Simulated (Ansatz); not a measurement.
KZnF$_{3}$ (cubic perovskite)

```yaml
crystal:
  lattice:
    - [4.12746, 0.00000, 0.00000]
    - [0.00000, 4.12746, 0.00000]
    - [0.00000, 0.00000, 4.12746]
  atoms:
    - { symbol: K, position: [0.00000, 0.00000, 0.00000] }
    - { symbol: Zn, position: [0.50000, 0.50000, 0.50000] }
    - { symbol: F, position: [0.00000, 0.50000, 0.50000] }
    - { symbol: F, position: [0.50000, 0.00000, 0.50000] }
    - { symbol: F, position: [0.50000, 0.50000, 0.00000] }
```

The slice is a {110} plane (indices of the conventional cell) through the point (0.000, 0.500, 0.500) (fractional), spanned by u = [100] and v = [011] in vectors of this cell: u (4.13 Å) and v (5.84 Å, at 90° to u). It covers one period; positions are fractions (u, v).

Method: PBE (plane waves to 420 eV, PAW, scalar-relativistic; Ansatz, a program for electronic structure). k mesh 8×8×8. Near the nuclei the fields are pseudised (PAW); where an atom keeps semicore shells as valence, they peak there. KZnF3 was relaxed with its symmetry unable to fall.

Problem. What is the ELF at the midpoint of the shortest Zn–F line in this plane (2.06 Å)?

Solution. 0.1.

Problem. What is the valence density on the shortest Zn–F line in this plane (2.06 Å), at its midpoint?

Solution. 0.42 e/Å³.

Problem. Predict the map of the valence electron density on the slice.

Solution. 
```
|8877665544445577999977554444556677|
|7766554433334466777766443333445566|
|5555443333333344555544333333334455|
|3333332222222233333333222222223333|
|2222221111112222222222221111112222|
|2211111111111122222222111111111111|
|2222221111111111111111111111112222|
|4444332222111111111111111122223344|
|5555554422111100111100111122445555|
|6666665533221100000000112233556666|
|7777665544221100000000112244556677|
|7777665544221100000000112244556677|
|7777665544221100000000112244556677|
|6666665533221100000000112233556666|
|5555554422111100111100111122445555|
|4444332222111111111111111122223344|
|2222221111111111111111111111112222|
|2211111111111122222222111111111111|
|2222221111112222222222221111112222|
|3333332222222233333333222222223333|
|5555443333333344555544333333334455|
|7766554433334466777766443333445566|
|8877665544445577999977554444556677|
|8888775544446688999988664444557788|
```
Scale: ten equal steps from -1.89 (start of '0') to 1.60 (end of '9'), in the order '0123456789'. Values: log₁₀ of the valence density in e/Å³. The map has 17 points along u (two characters each, u = 0 at the left) and 24 along v (v = 0 in the bottom row). The scale is logarithmic, as a density can span decades between atoms and voids.
